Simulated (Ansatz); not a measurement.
Theory: DFT PBE, scalar-relativistic, plane waves, PAW in Ansatz 0.2.0. All cells share a 420 eV cutoff and Γ-centred k meshes spaced at most about 0.3 Å⁻¹ (2π included). No spin polarisation in the final relaxations.

All energies are static (0 K, no zero-point motion). All come from trial cells, and lower structures may exist.

**Question.** These unrelaxed guesses for Y2Al3N5 are each relaxed within their symmetry. Order them by the energy at which they end, lowest first.
A.

```
Y Al N
1.0
    -1.72738    1.72738   12.21444
     1.72738   -1.72738   12.21444
     1.72738    1.72738  -12.21444
Y Al N
2 3 5
Direct
  0.80000 0.80000 0.00000
  0.20000 0.20000 0.00000
  0.40000 0.40000 0.00000
  0.00000 0.00000 0.00000
  0.60000 0.60000 0.00000
  0.90000 0.90000 0.00000
  0.50000 0.50000 0.00000
  0.10000 0.10000 0.00000
  0.70000 0.70000 0.00000
  0.30000 0.30000 0.00000
```

B.

```
Y Al N
1.0
    -1.72738    1.72738   12.21444
     1.72738   -1.72738   12.21444
     1.72738    1.72738  -12.21444
Y Al N
2 3 5
Direct
  0.90000 0.90000 0.00000
  0.10000 0.10000 0.00000
  0.50000 0.50000 0.00000
  0.70000 0.70000 0.00000
  0.30000 0.30000 0.00000
  0.00000 0.00000 0.00000
  0.60000 0.60000 0.00000
  0.20000 0.20000 0.00000
  0.80000 0.80000 0.00000
  0.40000 0.40000 0.00000
```

**Answer.** A (ends in I4/mmm, 0 meV/atom), B (ends in I4/mmm, 121 meV/atom).

Cells relaxed within their symmetry can be saddle points. Some types were kept out of the candidates beforehand, so the set may lack a known form.
